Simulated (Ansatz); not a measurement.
# CsCd₄Ge₃, a known structure type with other elements, at an estimated volume

```xyz
8
Lattice="4.4820 0.0000 0.0000 0.0000 4.4820 0.0000 0.0000 0.0000 10.7462" Properties=species:S:1:pos:R:3 pbc="T T T"
Cs    0.0000    0.0000    5.3731
Cd    0.0000    2.2410    1.7541
Cd    2.2410    0.0000    1.7541
Cd    0.0000    2.2410    8.9921
Cd    2.2410    0.0000    8.9921
Ge    2.2410    2.2410    3.2400
Ge    2.2410    2.2410    7.5062
Ge    0.0000    0.0000    0.0000
```

Level: PBEsol, no spin polarisation; 420 eV; 8×8×3 Γ-centred mesh; fermi-dirac occupations (width 0.0507 eV); Ansatz 0.2.0, fixed geometry.

Task: Where is the largest force?

Result: The largest is on Ge6 (and as large on other atoms): 0.18 eV/Å, components (0.00, 0.00, 0.18). It makes 124° with the line to a nearest neighbour, Cd2 at 2.69 Å.

Task: What do density and ELF say about some of the short contacts?

Result: Cd–Ge at 2.69 Å: least valence density 0.32 e/Å³ and ELF 0.42 there. Cd–Cd at 3.17 Å: least valence density 0.16 e/Å³ and ELF 0.22 there. Cs–Ge at 3.82 Å: least valence density 0.06 e/Å³ and ELF 0.07 there. Both are smooth PAW fields, read partly inside the augmentation spheres.

Task: What is the formation energy?

Result: 0.05 eV an atom against the elements' usual phases (free molecules for gases, crystals otherwise, with no correction for O₂ or N₂), so at this geometry it isn't bound against them. Relaxing would lower it.

Task: What happens at the Fermi level?

Result: It is a metal, with about 4 states/eV a cell as the mean within 0.25 eV of the Fermi level, mostly Ge p (83 %).

Task: Which element gives electrons and which takes them?

Result: Bader charges in e: Cs +0.69, Cd +0.11, Ge -0.39 to -0.34. In the mean Cs gives up most and Ge takes most.

Task: What does the stress say?

Result: The pressure is -0.3 GPa (compression positive), so with the atoms held at these fractions the cell is close to zero pressure. The principal stresses -1.0, 0.1, 0.1 GPa differ, so its shape would change too.

Origin: a known structure type with other elements, at an estimated volume, so it need not be a known compound.
